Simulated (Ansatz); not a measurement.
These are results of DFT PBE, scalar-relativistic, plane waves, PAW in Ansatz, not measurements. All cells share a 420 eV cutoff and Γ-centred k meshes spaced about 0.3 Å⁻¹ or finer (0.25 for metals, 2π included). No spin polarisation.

All energies are static (0 K, no zero-point motion).

Two forms of Zn5BiO were relaxed alike.

A.

Space group P3m1 (No. 156). a = 3.197 Å, b = 3.197 Å, c = 13.696 Å, α = 90.00°, β = 90.00°, γ = 120.00°
| atom | site | symmetry | x | y | z |
| --- | --- | --- | --- | --- | --- |
| Zn | 1b | 3m. | 0.3333 | 0.6667 | 0.4745 |
| Zn | 1c | 3m. | 0.6667 | 0.3333 | 0.6583 |
| Zn | 1a | 3m. | 0.0000 | 0.0000 | 0.3302 |
| Zn | 1c | 3m. | 0.6667 | 0.3333 | 0.1862 |
| Zn | 1a | 3m. | 0.0000 | 0.0000 | 0.7999 |
| Bi | 1b | 3m. | 0.3333 | 0.6667 | 0.9927 |
| O | 1a | 3m. | 0.0000 | 0.0000 | 0.5682 |

B.

Space group F-43m (No. 216). a = 8.124 Å, b = 8.124 Å, c = 8.124 Å, α = 90.00°, β = 90.00°, γ = 90.00°
```
atom  site  symmetry       x       y       z
  Zn   16e       .3m  0.6392  0.1392  0.8608
  Zn    4d      -43m  0.2500  0.2500  0.7500
  Bi    4a      -43m  0.0000  0.0000  0.0000
   O    4b      -43m  0.5000  0.0000  0.0000
```

Question: Which would you expect to be lower, and how large is the difference?

Answer: A is lower, by 34 meV/atom. A has space group P3m1 (No. 156), 17.3 Å³/atom and no gap on its mesh; B has space group F-43m (No. 216), 19.2 Å³/atom and no gap. Counting Bi or Zn atoms around O (for each partner element, those within 1.25 times its shortest distance or 1.15 times the sum of covalent radii, where it is the nearest in units of that sum or under 1.3; the shortest distance is added where it is long for a bond), A has O 6 from 2.2 Å and B has O 4. The denser one is the lower, and pressure would at first widen the difference. In A, Zn on its first site is surrounded by 3 O at 2.25 Å and 3 Zn at 2.70 Å; Bi has 6 Bi at 3.20 Å and 6 Zn at 3.22–3.23 Å; around O lie 6 Zn at 2.22–2.25 Å, 2 Zn at 3.17–3.26 Å and 6 O at 3.20 Å; 4 more sites not described. In B, Zn on a site of symmetry 3m has 1 O at 1.96 Å, 3 Zn at 2.55 Å, 3 Zn at 3.20 Å, 3 Bi at 3.34 Å and 3 Zn at 3.41 Å; around Bi lie 16 Zn at 3.34–3.52 Å; O is surrounded by 4 Zn at 1.96 Å and 4 Zn at 3.52 Å; 1 more site not described. Both come from trial cells of a structure search, whose lowest cell (Cm, 18.0 Å³/atom) lies 67 meV/atom below the lower of the two.

These runs have no spin–orbit coupling, which can matter for Bi. With atoms moved at random, A went lower on a coarse mesh, which no converged run confirmed. Other cells relaxed within their symmetry can be saddle points. Some candidate types were left out of the draw beforehand, so a known form may be missing.
